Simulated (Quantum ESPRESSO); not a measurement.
## Calculated data, Si₃BC₃N (made-up cell)

Calculation on a made-up crystal cell, not a measurement: periodic Kohn-Sham density functional theory in plane waves with PseudoDojo standard norm-conserving scalar-relativistic pseudopotentials, each functional with its own files (v0.5 for PBE, v0.4.1 for LDA and PBEsol), no spin polarisation, no spin-orbit coupling, atoms not relaxed, stress positive in tension, energies less a fixed whole-eV offset for each atom's element; levels are Kohn-Sham levels at fractions of this cell's reciprocal vectors, counted from the reference band (half the neutral cell's valence electrons, rounded up) at Gamma; error bars cover cutoff and k-mesh only, not smearing or the files; added strain carries the atoms with the cell, and shear is the tensor component; each bar is the largest change over components, and at least 0.002 eV, 0.002 eV per angstrom or 0.02 GPa; energies are for the whole cell, and the offsets were chosen from early runs and are not element reference energies. Program: Quantum ESPRESSO 7.5.

Settings shared by all entries: lattice type zincblende/diamond; functional pbe; cutoff 1143 eV; fermi dirac smearing 0.025 eV; scf tolerance 1e-07 eV; electrons removed 0; k mesh 4 x 4 x 4, shifted by half a step.

(1) Si₃BC₃N (made-up cell)

```cif
# cell vector a (Å): 4.4595 0.0292 0.0354
# cell vector b (Å): 0.0292 4.5241 0.0306
# cell vector c (Å): 0.0354 0.0306 4.4491
data_Si3BC3N
_symmetry_space_group_name_H-M 'P 1'
_symmetry_Int_Tables_number 1
_cell_length_a 4.4597
_cell_length_b 4.5243
_cell_length_c 4.4493
_cell_angle_alpha 89.216
_cell_angle_beta 89.087
_cell_angle_gamma 89.252
_cell_volume 89.75
loop_
_atom_site_label
_atom_site_type_symbol
_atom_site_fract_x
_atom_site_fract_y
_atom_site_fract_z
_atom_site_occupancy
B1 B 0.00927 0.03134 0.97910 1
Si1 Si 0.01711 0.48808 0.46986 1
Si2 Si 0.50499 0.97698 0.49660 1
Si3 Si 0.51670 0.47491 0.01213 1
C1 C 0.24103 0.25942 0.23574 1
C2 C 0.25752 0.73972 0.70618 1
N1 N 0.73130 0.26248 0.71729 1
C3 C 0.73158 0.71734 0.23993 1
```

The calculation gives: free energy less offsets -1.917 eV; smearing term minus ts 0 eV; scf iterations 12; pressure -21.62 GPa; stress xx 19.64 GPa; stress yy 24.69 GPa; stress zz 20.54 GPa; stress yz 3.166 GPa; stress xz 7.741 GPa; stress xy 0.9515 GPa; reference band 16; error bar energy 0.003872 eV; error bar stress 0.02445 GPa; error bar force 0.003272 eV/Å; error bar next band up 0.002 eV; error bars from tighter rerun of a related cell.

Atoms:
```
atoms element  atom site  atom energy offset (eV)
            B          1                      -79
           Si          2                     -115
           Si          3                     -115
           Si          4                     -115
            C          5                     -163
            C          6                     -163
            N          7                     -283
            C          8                     -163
```

Forces:
```
site  x (eV/Å)  y (eV/Å)  z (eV/Å)
   1     0.401    -1.751   0.08685
   2    -1.924     2.289     1.371
   3   -0.1716    0.7546    -1.621
   4    -1.828     1.466    -3.011
   5    0.5465    -3.752    -1.842
   6    -1.261    0.1395     3.389
   7     1.758    -1.618     1.382
   8     2.479     2.472    0.2448
```

Levels:
```
level k point  next band up (eV)
        Gamma              1.474
(1/2,1/2,1/2)               2.15
   (0.15,0,0)              1.644
   (0,0.15,0)              1.656
   (0,0,0.15)              1.773
```

(2) Si₃BC₃N (made-up cell)

```cif
# cell vector a (Å): 4.4595 0.0292 0.0354
# cell vector b (Å): 0.0292 4.5241 0.0306
# cell vector c (Å): 0.0354 0.0306 4.4491
data_Si3BC3N
_symmetry_space_group_name_H-M 'P 1'
_symmetry_Int_Tables_number 1
_cell_length_a 4.4597
_cell_length_b 4.5243
_cell_length_c 4.4493
_cell_angle_alpha 89.216
_cell_angle_beta 89.087
_cell_angle_gamma 89.252
_cell_volume 89.75
loop_
_atom_site_label
_atom_site_type_symbol
_atom_site_fract_x
_atom_site_fract_y
_atom_site_fract_z
_atom_site_occupancy
B1 B 0.00927 0.03134 0.97910 1
Si1 Si 0.01711 0.48808 0.46986 1
Si2 Si 0.50499 0.97698 0.49660 1
Si3 Si 0.51670 0.47491 0.01213 1
C1 C 0.24103 0.25942 0.23574 1
C2 C 0.25752 0.73972 0.70618 1
N1 N 0.73130 0.26248 0.71729 1
C3 C 0.73156 0.71921 0.23991 1
```

It finds free energy less offsets -1.937 eV; smearing term minus ts 0 eV; scf iterations 12; pressure -21.73 GPa; stress xx 19.77 GPa; stress yy 24.78 GPa; stress zz 20.65 GPa; stress yz 3.136 GPa; stress xz 7.811 GPa; stress xy 1.067 GPa; reference band 16; error bar energy 0.003872 eV; error bar stress 0.02445 GPa; error bar force 0.003272 eV/Å; error bar next band up 0.002 eV; error bars from tighter rerun of a related cell.

Atoms:
```
atoms element  atom site  atom energy offset (eV)
            B          1                      -79
           Si          2                     -115
           Si          3                     -115
           Si          4                     -115
            C          5                     -163
            C          6                     -163
            N          7                     -283
            C          8                     -163
```

Forces:
```
site  x (eV/Å)  y (eV/Å)  z (eV/Å)
   1    0.3844    -1.758    0.1051
   2    -1.938     2.321     1.364
   3    -0.193    0.7875    -1.596
   4    -1.787      1.53    -2.967
   5    0.5448    -3.734     -1.84
   6    -1.258    0.1313     3.387
   7     1.758      -1.6     1.378
   8     2.488     2.322    0.1683
```

Levels:
```
level k point  next band up (eV)
        Gamma              1.476
(1/2,1/2,1/2)              2.159
   (0.15,0,0)              1.649
   (0,0.15,0)               1.66
   (0,0,0.15)              1.776
```

(3) Si₃BC₃N (made-up cell)

```cif
# cell vector a (Å): 4.4595 0.0292 0.0354
# cell vector b (Å): 0.0292 4.5241 0.0306
# cell vector c (Å): 0.0354 0.0306 4.4491
data_Si3BC3N
_symmetry_space_group_name_H-M 'P 1'
_symmetry_Int_Tables_number 1
_cell_length_a 4.4597
_cell_length_b 4.5243
_cell_length_c 4.4493
_cell_angle_alpha 89.216
_cell_angle_beta 89.087
_cell_angle_gamma 89.252
_cell_volume 89.75
loop_
_atom_site_label
_atom_site_type_symbol
_atom_site_fract_x
_atom_site_fract_y
_atom_site_fract_z
_atom_site_occupancy
B1 B 0.00927 0.03134 0.97910 1
Si1 Si 0.01711 0.48808 0.46986 1
Si2 Si 0.50499 0.97698 0.49660 1
Si3 Si 0.51670 0.47491 0.01213 1
C1 C 0.24103 0.25942 0.23574 1
C2 C 0.25752 0.73972 0.70618 1
N1 N 0.73130 0.26248 0.71729 1
C3 C 0.73151 0.72790 0.23985 1
```

Results for Si₃BC₃N (made-up cell): free energy less offsets -2.015 eV; smearing term minus ts 0 eV; scf iterations 13; pressure -22.18 GPa; stress xx 20.3 GPa; stress yy 25.15 GPa; stress zz 21.09 GPa; stress yz 2.969 GPa; stress xz 8.106 GPa; stress xy 1.602 GPa; reference band 16; error bar energy 0.003872 eV; error bar stress 0.02445 GPa; error bar force 0.003272 eV/Å; error bar next band up 0.002 eV; error bars from tighter rerun of a related cell.

Atoms:
```
atoms element  atom site  atom energy offset (eV)
            B          1                      -79
           Si          2                     -115
           Si          3                     -115
           Si          4                     -115
            C          5                     -163
            C          6                     -163
            N          7                     -283
            C          8                     -163
```

Forces:
```
site  x (eV/Å)  y (eV/Å)  z (eV/Å)
   1    0.3076    -1.788    0.1897
   2    -1.995      2.46     1.339
   3   -0.3022    0.9514    -1.466
   4    -1.614     1.816    -2.783
   5    0.5352    -3.648    -1.834
   6    -1.245   0.09247     3.379
   7     1.761    -1.513     1.363
   8     2.552     1.629   -0.1869
```

Levels:
```
level k point  next band up (eV)
        Gamma              1.482
(1/2,1/2,1/2)              2.207
   (0.15,0,0)              1.671
   (0,0.15,0)              1.676
   (0,0,0.15)              1.787
```
